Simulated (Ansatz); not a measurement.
Consider the following.

Bi:
```xyz
1
Lattice="0.0000 2.5169 2.5169 2.5169 0.0000 2.5169 2.5169 2.5169 0.0000" Properties=species:S:1:pos:R:3 pbc="T T T"
Bi     0.0000     0.0000     0.0000
```

This is the PBE-relaxed structure.

Task: All from plane-wave PAW PBE (Ansatz code), unless another level is named. Predict the density of states at the Fermi level.

Result: 0.73 states/eV per atom (mean over ±0.08 eV).

Task: Predict the gap with spin–orbit coupling.

Result: none (metallic).

Space group Fm-3m (fcc (Cu type)). The start of the workflow was typed in or built on a structure type; neither database checked (COD, Materials Project) lists it. It is not the phase usual at ambient conditions (space group No. 166). Symmetry was held in the PBE relaxation; its stability against distortions is not shown here. Scalar-relativistic: spin–orbit coupling is off unless named, which matters more the heavier the elements.

Potentials: the earlier of the program's two PAW sets.
